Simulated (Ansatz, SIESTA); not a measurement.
# Sn3Te: programs and potentials compared

```xyz
4
Lattice="-2.3009 2.3009 5.5165 2.3009 -2.3009 5.5165 2.3009 2.3009 -5.5165" Properties=species:S:1:pos:R:3 pbc="T T T"
Te    0.0000    0.0000    0.0000
Sn    0.0000    0.0000    5.5165
Sn    2.3009    0.0000    2.7582
Sn    0.0000    2.3009    2.7582
```

The cell comes from a database or a generator and needn't be the stable form of this composition.

Alike in all runs: task band structure; functional PBEsol; k mesh 8 × 8 × 8; occupations fermi-dirac, width 0.05 eV; no spin polarisation; no spin-orbit coupling. Pressure is positive in compression and, in plane waves, holds the error of the finite cutoff, which Ansatz's Pulay term estimates and takes out.

```csv
program and potentials,plane-wave cutoff (eV),notes,pressure (GPa)
"Ansatz, PAW datasets made for the crystal",240,12 valence electrons an atom on average,-3.04
"SIESTA, files PseudoDojo sr-pbesol-0.4.1-standard, DZP (energy shift 0.003 Ry; two zetas on semicore shells)",-,atomic basis; 14.5 valence electrons an atom on average,-2.16
"Ansatz, all-electron LAPW, scalar-relativistic",-,-,-3.04
```

The pressure spans -3.04 (Ansatz, PAW datasets made for the crystal) to -2.16 GPa (SIESTA, files PseudoDojo sr-pbesol-0.4.1-standard, DZP (energy shift 0.003 Ry; two zetas on semicore shells)), with all-electron results at -3.04. Rows in atomic bases carry the error of their basis and grid, which can be large.

The functional is the same throughout but for its coding, so the spread measures potentials, basis and numerics; runs on potential files found faulty are left out.
